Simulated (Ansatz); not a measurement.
Pd (fcc, Cu type), conventional cell a = 3.9426 Å, b = 3.9426 Å, c = 3.9426 Å, α = 90.00°, β = 90.00°, γ = 90.00°. The calculation uses the primitive cell of 1 atom, to which meshes and values per cell refer.

Equation-of-state scan: isotropic scaling of the cell above, V₀ being its volume. Symmetry pins the atoms to their sites.

Calculation: PBE (plane waves to 420 eV, PAW, scalar-relativistic; Ansatz, a first-principles code). k mesh 20×20×20 (Γ-centred), Fermi-Dirac smearing 0.05 eV. The energy includes the smearing's −TS. Compression counts positive. Pd is run without spin polarisation. Pd was relaxed with its symmetry unable to fall. The PAW data are Ansatz's earlier set. ΔE is measured from the relaxed starting cell.

```tsv
V/V₀	P (GPa)	ΔE (eV/atom)
0.900	?	0.101
0.925	16.3	?
0.950	9.9	0.022
0.975	4.6	0.005
1.000	0.0	0.000
1.025	-3.9	0.005
1.050	-7.2	0.018
1.075	-9.9	0.039
1.100	?	0.065
```

Fill in the missing entries.


- 0.900, P (GPa): 23.7
- 0.925, ΔE (eV/atom): 0.054
- 1.100, P (GPa): -12.3

(A scan under strain: stresses follow from slopes of the energy per volume, elastic moduli from its curvatures.)
